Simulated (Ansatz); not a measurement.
Cs2MnSe2:
```
Cs2MnSe2
1.0
   -3.21349     3.76374     7.11961
    3.21349    -3.76374     7.11961
    3.21349     3.76374    -7.11961
Mn Se Cs
2 4 4
Direct
  0.00000   0.00000   0.00000
  0.00000   0.50000   0.50000
  0.91902   0.84602   0.57300
  0.08098   0.65398   0.92700
  0.72698   0.15398   0.07300
  0.27302   0.34602   0.42700
  0.51752   0.60247   0.41505
  0.48248   0.89753   0.08495
  0.81259   0.39753   0.91505
  0.18741   0.10247   0.58495
```
Starting moments (μB, in the order of the atoms Mn Mn Se Se Se Se Cs Cs Cs Cs): 4.2 -4.2 0.0 0.0 0.0 0.0 0.0 0.0 0.0 0.0.

Relaxed with PBEsol. Special points in fractions of this cell's reciprocal vectors: Γ (0.000, 0.000, 0.000); X (0.500, 0.500, -0.500); F2 (0.301, 0.699, -0.301); Σ0 (-0.301, 0.301, 0.301); Y0 (0.320, -0.320, 0.320); U0 (0.680, 0.320, -0.320); R (0.000, 0.500, 0.000); W (0.250, 0.250, 0.250); S (0.500, 0.000, 0.000); T (0.000, 0.000, 0.500).

Question: List the band energies nearest the valence-band maximum at these points for PBEsol in the plane-wave PAW code Ansatz.

Answer: In eV from the valence-band maximum; about four levels below and three above (degenerate sets whole), none deeper than 8.9 eV; points with the same levels are listed once.

```csv
k,below,above
Γ ↑,-0.89 -0.48 -0.18 -0.17,1.85 2.04 2.14
X ↑,-0.75 -0.46 -0.37 -0.20,1.81 2.07 2.20
F2 ↑,-0.83 -0.56 -0.09 -0.03,2.01 2.09 2.09
Y0 ↑,-0.87 -0.46 -0.28 -0.28,1.96 1.99 2.16
R ↑,-0.87 -0.57 -0.08 -0.02,2.06 2.06 2.12
W ↑,-0.91 -0.61 -0.12 -0.05,2.01 2.04 2.10
S ↑,-0.94 -0.44 -0.37 -0.19,1.99 2.05 2.10
T ↑,-0.91 -0.60 -0.12 -0.05,2.01 2.04 2.10
```

Space group Ibam. The workflow started from an entry of the Crystallography Open Database (COD). Whether it is the stable phase at ambient conditions was not checked. Symmetry was held in the PBEsol relaxation, as lowered by the spin order; whether a distortion lowers the energy is not shown. Spin order of the final state: antiferromagnetic, chosen from 2 collinear starts compared on coarse meshes (ties went to the first, and starts can fall back to one state), not a proven ground state. No Hubbard U is applied. Point labels and valley counts follow the cell and symmetry of the run, lower than the named group. Spin–orbit coupling is left out wherever it is not named.

Potentials: the later of the program's two PAW sets.
